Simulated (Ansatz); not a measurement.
Sb:
```cif
data_Sb4
_chemical_formula_sum 'Sb4'
_space_group_name_H-M_alt 'P 1'
_space_group_IT_number 1
_cell_length_a 7.01044
_cell_length_b 7.01044
_cell_length_c 7.01044
_cell_angle_alpha 109.471
_cell_angle_beta 109.471
_cell_angle_gamma 109.471
loop_
_space_group_symop_operation_xyz
  'x, y, z'
loop_
_atom_site_label
_atom_site_type_symbol
_atom_site_fract_x
_atom_site_fract_y
_atom_site_fract_z
_atom_site_occupancy
Sb1 Sb 0.00000 0.25000 0.50000 1
Sb2 Sb 0.25000 0.50000 0.00000 1
Sb3 Sb 0.50000 0.00000 0.25000 1
Sb4 Sb 0.25000 0.25000 0.25000 1
```

Relaxed with PBE.

Problem. Which orbitals make up the states near the Fermi level in PBE (plane waves, PAW; program Ansatz)?

Solution. Within 0.5 eV of the Fermi level: Sb 5p 93 %, Sb 5s 5 %. Projections are on Löwdin-orthogonalised atomic valence shells; empty p or d shells of many metals are not among them.

Problem. Tabulate the density of states.

Solution. States/eV per cell of 4 atoms, in 0.25 eV bins, energy from the Fermi level.

| E (eV) | total | Sb 5p | Sb 5s | Sb 4d |
|---|---|---|---|---|
| -7.85 | 0.46 | 0.11 | 0.34 | 0.00 |
| -7.60 | 0.21 | 0.05 | 0.16 | 0.00 |
| -7.35 | 0.51 | 0.12 | 0.38 | 0.00 |
| -7.10 | 1.76 | 0.43 | 1.32 | 0.00 |
| -6.85 | 2.17 | 0.53 | 1.63 | 0.00 |
| -6.60 | 1.23 | 0.29 | 0.94 | 0.00 |
| -6.35 | 0.81 | 0.18 | 0.62 | 0.00 |
| -6.10 | 0.55 | 0.11 | 0.44 | 0.00 |
| -5.85 | 0.37 | 0.07 | 0.30 | 0.00 |
| -5.60 | 0.23 | 0.03 | 0.20 | 0.00 |
| -5.35 | 0.12 | 0.01 | 0.10 | 0.00 |
| -5.10 | 0.01 | 0.00 | 0.01 | 0.00 |
| -4.85 | 0.00 | 0.00 | 0.00 | 0.00 |
| -4.60 | 0.00 | 0.00 | 0.00 | 0.00 |
| -4.35 | 0.00 | 0.00 | 0.00 | 0.00 |
| -4.10 | 0.00 | 0.00 | 0.00 | 0.00 |
| -3.85 | 0.00 | 0.00 | 0.00 | 0.00 |
| -3.60 | 0.00 | 0.00 | 0.00 | 0.00 |
| -3.35 | 8.60 | 8.48 | 0.01 | 0.00 |
| -3.10 | 7.51 | 7.41 | 0.02 | 0.01 |
| -2.85 | 0.22 | 0.19 | 0.03 | 0.00 |
| -2.60 | 0.36 | 0.30 | 0.06 | 0.00 |
| -2.35 | 0.55 | 0.44 | 0.10 | 0.00 |
| -2.10 | 0.84 | 0.67 | 0.16 | 0.00 |
| -1.85 | 1.60 | 1.29 | 0.29 | 0.00 |
| -1.60 | 2.77 | 2.31 | 0.43 | 0.00 |
| -1.35 | 2.43 | 2.17 | 0.24 | 0.00 |
| -1.10 | 5.58 | 5.25 | 0.27 | 0.00 |
| -0.85 | 6.44 | 6.18 | 0.20 | 0.00 |
| -0.60 | 4.23 | 3.98 | 0.20 | 0.00 |
| -0.35 | 4.12 | 3.77 | 0.28 | 0.00 |
| -0.10 | 2.85 | 2.66 | 0.14 | 0.00 |
| 0.15 | 7.48 | 7.06 | 0.30 | 0.00 |
| 0.40 | 0.42 | 0.36 | 0.05 | 0.00 |
| 0.65 | 0.06 | 0.05 | 0.01 | 0.00 |
| 0.90 | 0.64 | 0.54 | 0.09 | 0.00 |
| 1.15 | 4.52 | 3.76 | 0.61 | 0.00 |
| 1.40 | 3.00 | 2.53 | 0.38 | 0.00 |
| 1.65 | 0.37 | 0.29 | 0.07 | 0.00 |
| 1.90 | 0.98 | 0.77 | 0.15 | 0.00 |
| 2.15 | 2.06 | 1.63 | 0.28 | 0.00 |
| 2.40 | 2.60 | 2.08 | 0.28 | 0.00 |
| 2.65 | 2.70 | 2.17 | 0.21 | 0.00 |
| 2.90 | 1.59 | 1.27 | 0.10 | 0.00 |
| 3.15 | 3.47 | 2.72 | 0.16 | 0.00 |
| 3.40 | 1.71 | 1.20 | 0.03 | 0.00 |
| 3.65 | 5.44 | 3.84 | 0.12 | 0.00 |
| 3.90 | 2.41 | 1.72 | 0.07 | 0.00 |
| 4.15 | 4.86 | 3.16 | 0.06 | 0.00 |
| 4.40 | 3.88 | 2.20 | 0.04 | 0.00 |
| 4.65 | 4.51 | 1.42 | 0.04 | 0.00 |

Space group I4_132. The start of the workflow was typed in or built on a structure type; neither database checked (COD, Materials Project) lists it. It is not the phase usual at ambient conditions (space group No. 166). The PBE relaxation kept the symmetry of its start; whether a distortion lowers the energy is not shown. The volume moved by 71 % from the start of the relaxation. Spin–orbit coupling is left out wherever it is not named.

Potentials: the earlier of the program's two PAW sets.
